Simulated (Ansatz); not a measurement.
Data:

CdNi$_{3}$N:
Space group Pm-3m (No. 221); a = 3.797 Å, b = 3.797 Å, c = 3.797 Å, α = 90.00°, β = 90.00°, γ = 90.00°

| atom | site | symmetry | x | y | z |
|---|---|---|---|---|---|
| Cd | 1a | m-3m | 0.0000 | 0.0000 | 0.0000 |
| Ni | 3c | 4/mm.m | 0.0000 | 0.5000 | 0.5000 |
| N | 1b | m-3m | 0.5000 | 0.5000 | 0.5000 |

This is the PBEsol-relaxed structure.

Q: All from DFT-PBEsol in the program Ansatz with PAW potentials, unless another level is named. Give the bulk modulus (Birch–Murnaghan fit).

A: 211 GPa.

Q: What about the elastic constants (relaxed ions, GPa)?

A: C11 = 335, C12 = 149, C44 = 65.5.

The workflow started from an entry of the Crystallography Open Database (COD). Its standing as an ambient phase is unchecked. The cell was relaxed with PBEsol under the symmetry of its start; whether a distortion lowers the energy is not shown. The workflow began spin-polarised and lost its moments. As this level gives no gap, shear constants depend on the k-mesh and smearing (Fermi–Dirac, 0.1 eV here).

Potentials: the later of the program's two PAW sets.
